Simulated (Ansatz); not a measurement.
## Cold compression of S (bcc type)

```
S
1.0
    -1.54099    1.54099    1.54099
     1.54099   -1.54099    1.54099
     1.54099    1.54099   -1.54099
S
1
Direct
  0.00000 0.00000 0.00000
```

The cell comes from a relaxation on PAW files under the same functional, begun from a prototype that needn't be the stable phase.

Its volume is scaled at fixed shape and fractional positions.

All numbers are LDA results (scalar-relativistic) from Ansatz 0.2.0, with a Γ-centred 16×16×16 k mesh, Fermi–Dirac smearing of 0.08 eV, no spin polarisation. Methods: LAPW: all electrons, basis error target 1 meV/atom; PAW: frozen-core files, cutoff 420 eV; crystal datasets: all electrons, by PAW datasets that the program makes for each cell; norm-conserving: pseudopotentials, cutoff 735 eV; PAW (cutoff 250 eV): frozen-core files, cutoff 250 eV.

Energies are extrapolated to zero smearing and count from the unscaled cell; pressure is positive in compression; gaps take the mesh and a band path. No temperature or zero-point motion is included.

The PAW files were made under PBE. The structure type is held throughout; the real material can change phase at far lower pressure.

```tsv
V/V0	V (Å³/atom)	P LAPW (GPa)	ΔE LAPW (eV/atom)	P PAW − LAPW (GPa)	ΔE PAW − LAPW (meV/atom)
1.00	14.64	0.05	0.000	-0.05	0.0
0.90	13.17	13.67	0.056	-0.09	-0.7
0.80	11.71	36.7	?	-0.14	-1.7
0.70	10.25	76.4	0.777	-0.23	-3.4
0.60	8.78	?	1.754	-0.39	-6.2
0.50	7.32	262.7	3.551	-0.70	-10.9
0.40	5.85	521.3	6.962	-1.36	-20.2
```

Question: What belongs in the row "0.60", column "P LAPW (GPa)"?

Answer: 144.5.

Question: Give the missing entry: row "0.80", column "ΔE LAPW (eV/atom)".

Answer: 0.275.

Question: Fit the Vinet equation to the LAPW pressures over the whole range, with residuals weighted by 1/(|P| + 0.03·Pmax).

Answer: V0 = 14.64 Å³/atom, B0 = 106 GPa and B0′ = 4.07, and the fit misses no point by more than 5.7 GPa. A fit over so wide a range pins B0 less well than one near rest.

Question: At the smallest volume, how far do crystal datasets and norm-conserving and PAW (cutoff 250 eV) lie from LAPW in pressure?

Answer: crystal datasets: -0.03 GPa; norm-conserving: -1.89 GPa; PAW (cutoff 250 eV): +1.33 GPa, on a LAPW pressure of 521.3 GPa.
